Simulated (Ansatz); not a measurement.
**Y$_{20}$Si$_{12}$C, first-principles data**

Y₂₀Si₁₂C:
Space group P2/m (No. 10); a = 6.4258 Å, b = 14.6422 Å, c = 8.4578 Å, α = 90.00°, β = 90.02°, γ = 90.00°

```
atom  site  symmetry       x       y       z
----  ----  --------  ------  ------  ------
Y       2l         2  0.5000  0.3371  0.5000
Y       2j         2  0.5000  0.1708  0.0000
Y       2i         2  0.0000  0.1623  0.0000
Y       2k         2  0.0000  0.3287  0.5000
Y       2n         m  0.2456  0.5000  0.2437
Y       2m         m  0.7253  0.0000  0.2649
Y       4o         1  0.7524  0.3786  0.1214
Y       4o         1  0.2732  0.1176  0.3821
Si      2m         m  0.2628  0.0000  0.1009
Si      2n         m  0.2416  0.5000  0.6052
Si      4o         1  0.2568  0.1996  0.6993
Si      4o         1  0.2462  0.3032  0.1971
C       1g       2/m  0.5000  0.0000  0.5000
```

Space group P2/m (No. 10); conventional cell a = 6.4258 Å, b = 14.6422 Å, c = 8.4578 Å, α = 90.00°, β = 90.02°, γ = 90.00°.

Method: the program Ansatz at the r²SCAN level (PAW). Geometry: relaxed at this level of theory. Other levels are named where they apply.

### Cell and energy

| Quantity | Result |
|---|---|
| Volume per atom | 24.11 Å³ |
| Density | 4.44 g/cm³ |
| Formation energy from the elements (no fitted shifts) | -0.81 eV/atom |

### Electronic structure

| Property | Value |
|---|---|
| Electronic character | metallic (no gap) |
| Density of states at the Fermi level | 0.53 states/eV per atom (mean over ±0.08 eV) |

The workflow started from a Materials Project entry (that database holds measured and hypothetical structures alike); the Crystallography Open Database copy checked does not list it. Whether it is the stable phase at ambient conditions was not checked. The cell was relaxed with r²SCAN under the symmetry of its start; whether a distortion lowers the energy is not shown. The run is not spin-polarised. The references are the lowest solids computed at this level, not always the standard phases. Spin–orbit coupling is left out wherever it is not named.

Potentials: the later of the program's two PAW sets.
